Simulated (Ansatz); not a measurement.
Starting structure of a cell relaxation (symmetry kept):

```
Na Ir O
1.0
     1.53854   -5.07206    0.00000
     1.53854    5.07206    0.00000
     0.00000    0.00000    7.16174
Na Ir O
2 2 6
Direct
  0.24842 0.75158 0.25000
  0.75158 0.24842 0.75000
  0.50000 0.50000 0.50000
  0.50000 0.50000 0.00000
  0.57461 0.42539 0.25000
  0.42539 0.57461 0.75000
  0.88409 0.11591 0.44042
  0.11591 0.88409 0.55958
  0.88409 0.11591 0.05958
  0.11591 0.88409 0.94042
```

Level of theory: Ansatz 0.2.0, DFT PBEsol, scalar-relativistic, plane waves, PAW.

Cutoff 420 eV; k points 12×12×6 on the computed 10-atom cell (Γ-centred); Gaussian smearing, width 0.10 eV; collinear spin from starting moments 0 0 0.11 0.11 0 0 0 0 0 0 μB.

Task: What does it relax to?

Result: The volume increases by 0.03 Å³/atom to 11.20 Å³/atom, and the energy falls by 3.4 meV/atom. The cell ends with a moment of 0.00 μB (only this magnetic start was tried). Final structure:
```
CELL_PARAMETERS angstrom
1.53592 -5.11499 0.00000
1.53592 5.11499 0.00000
0.00000 0.00000 7.13097
ATOMIC_POSITIONS crystal
Na 0.24845 0.75155 0.25000
Na 0.75155 0.24845 0.75000
Ir 0.50000 0.50000 0.50000
Ir 0.50000 0.50000 0.00000
O 0.57260 0.42740 0.25000
O 0.42740 0.57260 0.75000
O 0.88655 0.11345 0.44232
O 0.11345 0.88655 0.55768
O 0.88655 0.11345 0.05768
O 0.11345 0.88655 0.94232
```

Course of the relaxation (steps run on the plane waves of an earlier cell, and the basis is chosen afresh near the end, so energy and pressure can step there; trial steps that raised the energy were taken back; energies are free energies):

```
step E − E_final (meV/atom) largest force component (eV/Å) P (GPa) V (Å³/atom)
   1                     3.4                           0.450    -2.75        11.18
   2                     0.1                           0.074    -0.07        11.15
   3                     0.1                           0.020     0.03        11.20
   4                     0.1                           0.013     0.01        11.20
   5                     0.1                           0.003     0.00        11.20
   6                     0.0                           0.003     0.02        11.20
   7                     0.0                           0.001     0.01        11.20
   8                     0.0                           0.001     0.01        11.20
```

Spin-orbit coupling is left out, which matters for the bands of heavy elements.